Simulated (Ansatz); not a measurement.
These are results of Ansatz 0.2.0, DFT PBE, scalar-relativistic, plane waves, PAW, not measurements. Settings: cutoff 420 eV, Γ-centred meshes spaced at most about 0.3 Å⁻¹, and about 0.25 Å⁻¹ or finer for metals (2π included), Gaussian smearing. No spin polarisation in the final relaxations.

Temperature and zero-point effects are left out.

Two forms of GeSbTe3 were relaxed alike.

A.

```xyz
5
Lattice="5.9182 0.0000 0.0000 0.0000 5.9182 0.0000 0.0000 0.0000 5.5432" Properties=species:S:1:pos:R:3 pbc="T T T"
Ge    2.9591    2.9591    2.7716
Sb    0.0000    0.0000    2.7716
Te    0.0000    2.9591    2.7716
Te    2.9591    0.0000    2.7716
Te    2.9591    2.9591    0.0000
```

B.

```xyz
5
Lattice="4.1152 0.0000 0.0000 0.0000 4.1152 0.0000 0.0000 0.0000 9.1167" Properties=species:S:1:pos:R:3 pbc="T T T"
Ge    0.0000    0.0000    0.0000
Sb    2.0576    2.0576    0.0000
Te    2.0576    2.0576    2.9836
Te    2.0576    2.0576    6.1331
Te    0.0000    0.0000    4.5584
```

Question: Which is lower in energy, and by how much?

Answer: A is lower, by 51 meV/atom. A has space group P4/mmm (No. 123), 38.8 Å³/atom and no gap on its mesh; B has space group P4/mmm (No. 123), 30.9 Å³/atom and no gap. Counting all near atoms (for each partner element, those within 1.25 times its shortest distance or 1.15 times the sum of covalent radii, where it is the nearest in units of that sum or under 1.3; a plus sign parts groups by distance over the sum of covalent radii; the shortest distance is added where it exceeds 1.18 times the sum of covalent radii; a slash parts the counts of unlike sites), A has Ge 6, Sb 4, Te 2/4 and B has Ge 4, Sb 6, Te 6/8+4 from 3.3 Å. The lower one is the more open, so pressure narrows the difference. Even the lower one lies +0.31 eV/atom against the reference forms of the elements (uncorrected), so neither is stable at this level. In A, Ge is surrounded by 2 Te at 2.77 Å and 4 Te at 2.96 Å; around Sb lie 4 Te at 2.96 Å; Te on a site of symmetry mmm has 2 Ge at 2.96 Å and 2 Sb at 2.96 Å; 1 more site not described. In B, Ge is surrounded by 4 Sb at 2.91 Å; Sb is surrounded by 4 Ge at 2.91 Å and 2 Te at 2.98 Å; Te on a site of symmetry 4mm is surrounded by 1 Sb at 2.98 Å and 5 Te at 3.15–3.31 Å; 1 more site not described. Both come from invented guesses. A third cell relaxed alike, in R3m (a Materials Project cell), lies 0.38 eV/atom below the lower of the two.

Spin–orbit coupling, which can matter for Sb and Te, is left out. In P4/mmm at 38.8 Å³/atom, P4/mmm at 30.9 Å³/atom an odd number of electrons in the primitive cell allows no gap without spin; a larger cell or a magnetic state could open one. A magnetic state wasn't ruled out in cells without spin, among them P4/mmm at 38.8 Å³/atom, P4/mmm at 30.9 Å³/atom. Cells relaxed within their symmetry can be saddle points.
